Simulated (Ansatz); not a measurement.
Relaxed-ion elastic tensor of AlN (rock salt, Fm-3m) in GPa (Voigt order), r²SCAN (plane waves, PAW; program Ansatz); density 4.14 g/cm³, 8.23 Å³ per atom.

```
467  181  181  0.0  0.0  0.0
181  467  181  0.0  0.0  0.0
181  181  467  0.0  0.0  0.0
0.0  0.0  0.0  339  0.0  0.0
0.0  0.0  0.0  0.0  339  0.0
0.0  0.0  0.0  0.0  0.0  339
```

Is the crystal mechanically stable?

Yes: the smallest eigenvalue of C is 286 GPa.

Work out the Voigt, Reuss and Hill averages.

K_V = 276, K_R = 276, K_H = 276; G_V = 260, G_R = 219, G_H = 240 GPa.

Give Young's modulus, Poisson's ratio, Pugh's ratio and the universal anisotropy index.

E = 9KG/(3K + G) = 558 GPa; ν = 0.16; K/G = 1.15 (brittle by the Pugh limit of 1.75); A_U = 5G_V/G_R + K_V/K_R − 6 = 0.95.

Estimate the sound speeds and the Debye temperature.

v_l = √((K + 4G/3)/ρ) = 12000 m/s, v_t = √(G/ρ) = 7610 m/s, mean 8370 m/s; Θ = (h/k)(3n/4πV)^(1/3) v_m = 1230 K.

Give the Zener ratio and Young's modulus along [100], [110] and [111].

A = 2C44/(C11 − C12) = 2.37; 1/E = S11 − 2(S11 − S12 − S44/2)Γ with Γ = 0, 1/4, 1/3 gives 366, 580, 721 GPa.

Solve the Christoffel equation for the three sound speeds along [100], [110], [111].

Eigenvalues of C_ijkl n_j n_l equal ρv². In km/s, slowest first: [100] 9.05, 9.05, 10.63; [110] 5.88, 9.05, 12.66; [111] 7.10, 7.10, 13.26.

This is a known high-pressure phase of the composition, computed here at zero pressure and temperature. Symmetry was held in the r²SCAN relaxation; whether a distortion lowers the energy is not shown.

Potentials: the later of the program's two PAW sets.
